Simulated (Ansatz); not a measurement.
GaN:
```
CELL_PARAMETERS angstrom
      3.11189     0.00000     0.00000
     -1.55594     2.69497     0.00000
      0.00000     0.00000     7.35096
ATOMIC_POSITIONS crystal
  Ga 0.50000 0.50000 0.16667
  Ga 0.50000 0.00000 0.50000
  Ga 0.00000 0.50000 0.83333
  N  0.50000 0.50000 0.66667
  N  0.50000 0.00000 0.00000
  N  0.00000 0.50000 0.33333
```

Cartesian axes are those of the cell as given.

**Question.** Give the proper piezoelectric stress tensor with relaxed ions from DFT-r²SCAN+D4 in the program Ansatz with PAW potentials.

**Answer.** In C/m², rows x, y, z, Voigt columns; mesh uncertainty up to 0.00.
```
 0.00   0.00   0.00   0.12   0.00   0.00
 0.00   0.00   0.00   0.00  -0.12   0.00
 0.00   0.00   0.00   0.00   0.00   0.00
```

The elastic tensor of the same run (GPa):

```
377  114  117  0.0  0.0  0.0
114  377  117  0.0  0.0  0.0
117  117  496  0.0  0.0  0.0
0.0  0.0  0.0  136  0.0  0.0
0.0  0.0  0.0  0.0  136  0.0
0.0  0.0  0.0  0.0  0.0  132
```

**Question.** Convert to strain constants d = e·S.

**Answer.** In pC/N:
```
 0.0   0.0   0.0   0.9   0.0   0.0
 0.0   0.0   0.0   0.0  -0.9   0.0
 0.0   0.0   0.0   0.0   0.0   0.0
```

Space group P6_422. The start of the workflow was typed in or built on a structure type; neither database checked (COD, Materials Project) lists it. It is not the phase usual at ambient conditions (space group No. 186, 216). The cell was relaxed with r²SCAN+D4 under the symmetry of its start; its stability against distortions is not shown here. The volume moved by -23 % from the start of the relaxation.

Potentials: the later of the program's two PAW sets.
